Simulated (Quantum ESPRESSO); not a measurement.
Hf3AlO7F, input and log of a self-consistent run

A calculation, not a measurement. The program is pw.x of Quantum ESPRESSO 7.5 (plane-wave density functional theory). The cell is made up: 12 atoms on a fluorite lattice, with randomly drawn elements, strain and displacements, not relaxed. PseudoDojo standard norm-conserving files (v0.5 for PBE, v0.4.1 for LDA and PBEsol) set the functional; there is no spin polarisation, spin-orbit coupling or dispersion term, and the masses in the input are unused placeholders.

The hafnium pseudopotential is less sure than the others, with forces about 3 percent (worst 6) and pressure in oxides about 1.5 GPa (worst 2.7) from a second method in checks, which no rerun with the same files tests.

Input:

```
&control calculation='scf', pseudo_dir='./dojo.nc.sr.pbe.v0_5.standard.upf', outdir='./o', disk_io='low', tprnfor=.true., tstress=.true. /
&system ibrav=0, nat=12, ntyp=4, nbnd=50, ecutwfc=105.61755193, nosym=.true., tot_charge=0,
 occupations='smearing', smearing='fd', degauss=0.0018374661
/
&electrons conv_thr=7.350e-09, electron_maxstep=60, /
ATOMIC_SPECIES
Al 1.0 Al.upf
F 1.0 F.upf
Hf 1.0 Hf.upf
O 1.0 O.upf
CELL_PARAMETERS angstrom
5.3186 0.0474 0.0382
0.0474 5.1759 0.0977
0.0382 0.0977 5.2589
ATOMIC_POSITIONS angstrom
Hf -0.0088 -0.0118 0.0708
Hf 0.0415 2.5384 2.7012
Hf 2.7246 0.0484 2.6122
Al 2.6944 2.5854 0.0367
O 1.3492 1.3878 1.3007
O 1.4105 1.3671 4.0055
O 1.3918 3.9057 1.4209
O 1.3719 3.9589 3.9969
O 3.9709 1.3062 1.404
O 4.009 1.4278 4.0159
O 4.0549 3.9665 1.4151
F 4.0615 3.9982 4.1042
K_POINTS automatic
6 6 6 1 1 1
```

The log is shortened where brackets say so; the opening notice, blank lines, dates and the lines on written files are dropped, and the path of the files is cut. It prints rydbergs, bohrs and kilobars, and counts compression as positive stress. With no partly filled state, the Fermi energy that it prints is only some level between the filled and the empty states on the mesh, and need not lie in the true gap.

```
     Program PWSCF v.7.5
     Parallel version (MPI & OpenMP), running on       4 processor cores
     Number of MPI processes:                 4
     Threads/MPI process:                     1
     [start-up lines left out]
     bravais-lattice index     =            0
     lattice parameter (alat)  =      10.0514  a.u.
     unit-cell volume          =     976.4844 (a.u.)^3
     number of atoms/cell      =           12
     number of atomic types    =            4
     number of electrons       =        88.00
     number of Kohn-Sham states=           50
     kinetic-energy cutoff     =     105.6176  Ry
     charge density cutoff     =     422.4702  Ry
     scf convergence threshold =      7.3E-09
     mixing beta               =       0.7000
     number of iterations used =            8  plain     mixing
     Exchange-correlation= PBE
                           (   1   4   3   4   0   0   0)
     [axes and pseudopotential details left out]
   Cartesian axes
     site n.     atom                  positions (alat units)
         1        Hf     tau(   1) = (  -0.0016545  -0.0022185   0.0133109  )
         2        Hf     tau(   2) = (   0.0078023   0.4772372   0.5078447  )
         3        Hf     tau(   3) = (   0.5122441   0.0090995   0.4911121  )
         4        Al     tau(   4) = (   0.5065663   0.4860735   0.0068999  )
         5        O      tau(   5) = (   0.2536592   0.2609162   0.2445408  )
         6        O      tau(   6) = (   0.2651840   0.2570245   0.7530624  )
         7        O      tau(   7) = (   0.2616683   0.7342993   0.2671393  )
         8        O      tau(   8) = (   0.2579269   0.7443013   0.7514455  )
         9        O      tau(   9) = (   0.7465573   0.2455749   0.2639620  )
        10        O      tau(  10) = (   0.7537204   0.2684365   0.7550177  )
        11        O      tau(  11) = (   0.7623499   0.7457301   0.2660488  )
        12        F      tau(  12) = (   0.7635908   0.7516899   0.7716187  )
     number of k points=   108  Fermi-Dirac smearing, width (Ry)=  0.0018
     Number of k-points >= 100: set verbosity='high' to print them.
     Dense  grid:   143239 G-vectors     FFT dimensions: (  72,  72,  72)
     Estimated max dynamical RAM per process >     611.29 MB
     Estimated total dynamical RAM >       2.29 GB
     Initial potential from superposition of free atoms
     starting charge      87.9920, renormalised to      88.0000
     Starting wfcs are   66 randomized atomic wfcs
     total cpu time spent up to now is       13.8 secs
     per-process dynamical memory:   517.9 Mb
     Self-consistent Calculation
     iteration #  1     ecut=   105.62 Ry     beta= 0.70
     Davidson diagonalization with overlap
     ethr =  1.00E-02,  avg # of iterations =  2.0
     total cpu time spent up to now is       39.5 secs
     total energy              =    -623.15455690 Ry
     estimated scf accuracy    <       4.31006798 Ry
     iteration #  2     ecut=   105.62 Ry     beta= 0.70
     Davidson diagonalization with overlap
     ethr =  4.90E-03,  avg # of iterations =  6.2
     total cpu time spent up to now is       78.4 secs
     total energy              =    -622.24876444 Ry
     estimated scf accuracy    <      13.60709675 Ry
     iteration #  3     ecut=   105.62 Ry     beta= 0.70
     Davidson diagonalization with overlap
     ethr =  4.90E-03,  avg # of iterations =  3.9
     total cpu time spent up to now is      112.8 secs
     total energy              =    -625.24767197 Ry
     estimated scf accuracy    <       0.43605336 Ry
     iteration #  4     ecut=   105.62 Ry     beta= 0.70
     Davidson diagonalization with overlap
     ethr =  4.96E-04,  avg # of iterations =  4.1
     total cpu time spent up to now is      146.9 secs
     total energy              =    -625.28755012 Ry
     estimated scf accuracy    <       0.17770390 Ry
     iteration #  5     ecut=   105.62 Ry     beta= 0.70
     Davidson diagonalization with overlap
     ethr =  2.02E-04,  avg # of iterations =  3.1
     total cpu time spent up to now is      175.7 secs
     total energy              =    -625.27740317 Ry
     estimated scf accuracy    <       0.04713555 Ry
     [iterations 6 to 10 left out]
     iteration # 11     ecut=   105.62 Ry     beta= 0.70
     Davidson diagonalization with overlap
     ethr =  1.34E-08,  avg # of iterations =  2.0
     total cpu time spent up to now is      380.4 secs
     total energy              =    -625.29497647 Ry
     estimated scf accuracy    <       0.00000413 Ry
     iteration # 12     ecut=   105.62 Ry     beta= 0.70
     Davidson diagonalization with overlap
     ethr =  4.70E-09,  avg # of iterations =  3.5
     total cpu time spent up to now is      412.4 secs
     total energy              =    -625.29497731 Ry
     estimated scf accuracy    <       0.00000018 Ry
     iteration # 13     ecut=   105.62 Ry     beta= 0.70
     Davidson diagonalization with overlap
     ethr =  2.01E-10,  avg # of iterations =  5.0
     total cpu time spent up to now is      452.8 secs
     total energy              =    -625.29497742 Ry
     estimated scf accuracy    <       0.00000005 Ry
     iteration # 14     ecut=   105.62 Ry     beta= 0.70
     Davidson diagonalization with overlap
     ethr =  5.19E-11,  avg # of iterations =  2.1
     total cpu time spent up to now is      482.8 secs
     total energy              =    -625.29497742 Ry
     estimated scf accuracy    <          9.2E-09 Ry
     iteration # 15     ecut=   105.62 Ry     beta= 0.70
     Davidson diagonalization with overlap
     ethr =  1.05E-11,  avg # of iterations =  3.5
     total cpu time spent up to now is      516.3 secs
     End of self-consistent calculation
     Number of k-points >= 100: set verbosity='high' to print the bands.
     the Fermi energy is    10.2709 ev
!    total energy              =    -625.29497742 Ry
     estimated scf accuracy    <          2.1E-09 Ry
     smearing contrib. (-TS)   =      -0.00000000 Ry
     internal energy E=F+TS    =    -625.29497742 Ry
     The total energy is F=E-TS. E is the sum of the following terms:
     one-electron contribution =    -154.20402172 Ry
     hartree contribution      =     125.01174224 Ry
     xc contribution           =    -157.02134305 Ry
     ewald contribution        =    -439.08135489 Ry
     convergence has been achieved in  15 iterations
     Forces acting on atoms (cartesian axes, Ry/au):
     atom    1 type  3   force =     0.09431933    0.04471024    0.04723534
     atom    2 type  3   force =     0.09853182   -0.03686830   -0.05002556
     atom    3 type  3   force =    -0.10354389    0.04836254   -0.05190259
     atom    4 type  1   force =    -0.07420015   -0.05057507    0.03340562
     atom    5 type  4   force =    -0.01661390   -0.02217505    0.02092193
     atom    6 type  4   force =    -0.01803309    0.00019798   -0.02381513
     atom    7 type  4   force =     0.00367827    0.02504492   -0.01155879
     atom    8 type  4   force =     0.00669470   -0.01157891    0.01937705
     atom    9 type  4   force =     0.01527099    0.02153417   -0.00726358
     atom   10 type  4   force =     0.00609014    0.00980271    0.01184199
     atom   11 type  4   force =    -0.00098569   -0.02312727    0.01466359
     atom   12 type  2   force =    -0.01120853   -0.00532794   -0.00287987
     Total force =     0.238732     Total SCF correction =     0.000102
     Computing stress (Cartesian axis) and pressure
          total   stress  (Ry/bohr**3)                   (kbar)     P=     -218.54
  -0.00186792   0.00002213  -0.00001370         -274.78        3.26       -2.02
   0.00002213  -0.00108947  -0.00006243            3.26     -160.27       -9.18
  -0.00001370  -0.00006243  -0.00149941           -2.02       -9.18     -220.57
     init_run     :     13.04s CPU     13.61s WALL (       1 calls)
     electrons    :    500.28s CPU    502.49s WALL (       1 calls)
     forces       :      5.59s CPU      5.74s WALL (       1 calls)
     stress       :     20.65s CPU     20.83s WALL (       1 calls)
     [timing details left out]
     PWSCF        :   8m59.89s CPU   9m 3.16s WALL
     JOB DONE.
```

In other units: free energy -8507.572 eV for the cell, pressure -21.85 GPa, largest force component 2.662 eV/Å. This run is the check on a run of the same cell at a cutoff of 1143 eV and k mesh 4 x 4 x 4: rerunning at a cutoff of 1437 eV and k mesh 6 x 6 x 6 moved values by no more than 0.002 eV in energy, 0.04 GPa in stress and 0.003 eV/Å in force.